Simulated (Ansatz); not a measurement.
## Across 4 crystals: the Stoner enhancement

Functional: r²SCAN. Free runs of these cells end without moments; the starts listed are those of the smallest held moment. χ is M over the holding field at the smallest held moment (default PAW files, Ansatz 0.2.0), N(E_F) the unpolarised density of states averaged over the smearing, and S = χ/(μB·N) the Stoner enhancement; on these meshes S is rough.

Cells, held fixed (database entries or supercells of them):
- TiSi (Cmmm): cell vectors (1.816, -2.118, 0.000); (1.816, 2.118, 0.000); (0.000, 0.000, 3.804) Å; Ti1 (0.500 0.500 0.000), Si2 (0.000 0.000 0.500); starts Ti1 0.2 μB; 14×14×10 mesh, smearing 0.05 eV
- IrRu (P-6m2): cell vectors (2.725, 0.000, 0.000); (-1.362, 2.360, 0.000); (0.000, 0.000, 4.331) Å; Ru1 (0.667 0.333 0.000), Ir2 (0.000 0.000 0.500); starts Ru1 0.1 μB, Ir2 0.1 μB; 12×12×7 mesh, smearing 0.1 eV
- MoOs (P-6m2): cell vectors (2.782, 0.000, 0.000); (-1.391, 2.409, 0.000); (0.000, 0.000, 4.507) Å; Mo1 (0.667 0.333 0.500), Os2 (0.333 0.667 0.000); starts Mo1 0.1 μB, Os2 0.1 μB; 12×12×7 mesh, smearing 0.08 eV
- VRe (Cmmm): cell vectors (1.515, -2.187, 0.000); (1.515, 2.187, 0.000); (0.000, 0.000, 4.231) Å; V1 (0.500 0.500 0.500), Re2 (0.000 0.000 0.000); starts V1 0.05 μB, Re2 0.05 μB; 13×13×8 mesh, smearing 0.03 eV

```json
{"crystal": "TiSi (Cmmm)", "N(E_F) (states/eV/atom)": "0.46", "χ (μB/atom per 1000 T)": "0.055", "S": "2.0"}
{"crystal": "IrRu (P-6m2)", "N(E_F) (states/eV/atom)": "0.84", "χ (μB/atom per 1000 T)": "?", "S": "?"}
{"crystal": "MoOs (P-6m2)", "N(E_F) (states/eV/atom)": "0.78", "χ (μB/atom per 1000 T)": "0.066", "S": "1.4"}
{"crystal": "VRe (Cmmm)", "N(E_F) (states/eV/atom)": "0.53", "χ (μB/atom per 1000 T)": "0.038", "S": "1.2"}
```

Q: What belongs in the row "IrRu (P-6m2)", column "S"?

A: 2.6.

Q: Fill in "χ (μB/atom per 1000 T)" for the row "IrRu (P-6m2)".

A: 0.128.

The series draws on cells whose two smallest held moments give the same S within 15 % and whose N(E_F) agrees with the run's entropy; others aren't listed.

The PAW files were made with PBE; the program remakes their cores once for the run's functional and then keeps them frozen. The Ansatz runs typed with the search for lower states off end where their start leads. Spin–orbit coupling is left out although heavy atoms are present. r²SCAN is known to give itinerant transition metals moments and polarisation energies that are too large. These are results for the start and cell typed. The real compound can order otherwise, in a larger cell, or not at all, since semilocal functionals at zero temperature often overstate magnetism.
